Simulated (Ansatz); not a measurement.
BAs (zinc blende)

```yaml
crystal:
  lattice:
    - [0.00000, 2.38394, 2.38394]
    - [2.38394, 0.00000, 2.38394]
    - [2.38394, 2.38394, 0.00000]
  atoms:
    - { symbol: As, position: [0.25000, 0.25000, 0.25000] }
    - { symbol: B, position: [0.00000, 0.00000, 0.00000] }
```

The slice is a {111} plane (indices of the conventional cell) through the point (0.000, 0.000, 0.000) (fractional), spanned by u = [100] and v = [-1 2 0] in vectors of this cell: u (3.37 Å) and v (5.84 Å, at 90° to u). It covers one period; positions are fractions (u, v).

All values below come from PBEsol (plane waves to 420 eV, PAW, scalar-relativistic; Ansatz, a quantum-chemistry and plane-wave program). k mesh 12×12×12. These are valence fields of a PAW run, semicore shells included where kept as valence: close to a nucleus they are smooth pseudo fields. BAs was relaxed with its symmetry unable to fall.

Question: Sketch the valence electron density on this plane as a map.

Answer: 
```
|667766554433223344556677|
|777766442211111122446677|
|776655332200000022335566|
|776655442200000022445566|
|777766443322112233446677|
|998877554433333344557788|
|999977665555555555667799|
|887777777777667777777777|
|666666777777667777776666|
|444455667766446677665544|
|223344556677667766554433|
|111122446677777766442211|
|000022335566776655332200|
|000022445566776655442200|
|112233446677777766443322|
|333344557788998877554433|
|555555667799999977665555|
|667777777777887777777777|
|667777776666666666777777|
|446677665544444455667766|
```
Scale: ten equal steps from -1.27 (start of '0') to 0.21 (end of '9'), in the order '0123456789'. Values: log₁₀ of the valence density in e/Å³. The map has 12 points along u (two characters each, u = 0 at the left) and 20 along v (v = 0 in the bottom row). The scale is logarithmic, as a density can span decades between atoms and voids.
